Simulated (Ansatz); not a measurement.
Mo2N in space group R-3m (No. 166; Mo on 6c, N on 3a) under volume change, plane-wave PAW r²SCAN (Ansatz code), shape and atoms relaxed at each volume.

| V (Å³/atom) | E − E(relaxed) (meV/atom) | P (GPa) |
|---|---|---|
| 10.878 | 115.8 | 37.49 |
| 11.237 | 48.7 | 22.94 |
| 11.595 | 11.5 | 10.57 |
| 11.954 | 0.0 | 0.02 |
| 12.313 | 10.3 | -8.96 |
| 12.671 | 39.1 | -16.60 |
| 13.030 | 83.7 | -23.06 |

**Question.** What does a third-order Birch–Murnaghan fit give for V₀, B₀ and B′?

**Answer.** V₀ = 11.95 Å³/atom, B₀ = 323 GPa, B′ = 4.4.

The first step of the workflow began from a Materials Project structure, measured or hypothetical; the Crystallography Open Database copy checked does not list it. COD files the formula under space group No. 141. Whether it is the stable phase at ambient conditions was not checked. Symmetry was held in the r²SCAN relaxation; whether a distortion lowers the energy is not shown. No spin polarisation was allowed.

Potentials: the later of the program's two PAW sets.
